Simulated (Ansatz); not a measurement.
## ZnCd₃O₄: stable or not

The cell was found from a structure generator's guess, not taken from experiment.

Theory: Ansatz, DFT PBE, scalar-relativistic, plane waves, PAW. The final run on the 8-atom cell used 420 eV, a Γ-centred 12×12×12 mesh, 0.10 eV smearing and no spin polarisation.

```
Zn Cd O
1.0
    -2.34546    2.34546    4.64468
     2.34546   -2.34546    4.64468
     2.34546    2.34546   -4.64468
Zn Cd O
1 3 4
Direct
  0.50000 0.50000 0.00000
  0.00000 0.00000 0.00000
  0.75000 0.25000 0.50000
  0.25000 0.75000 0.50000
  0.72445 0.72445 0.00000
  0.50000 0.00000 0.50000
  0.27555 0.27555 0.00000
  0.00000 0.50000 0.50000
```

The zero of energy is the elements' standard structures at the same level (O₂ as a molecule); no fitted shifts are applied.

Problem. These tests were run: energy against the elements; phonons at Γ. What do they show?

Solution.

```csv
test,result
energy against the elements,−1.04 eV/atom
phonons at Γ,imaginary modes down to 91i cm⁻¹
```

It fails one test: phonons at Γ. So it isn't even a local minimum.

The run for the phonons used a 12×12×12 k mesh and Fermi–Dirac smearing of 0.15 eV.
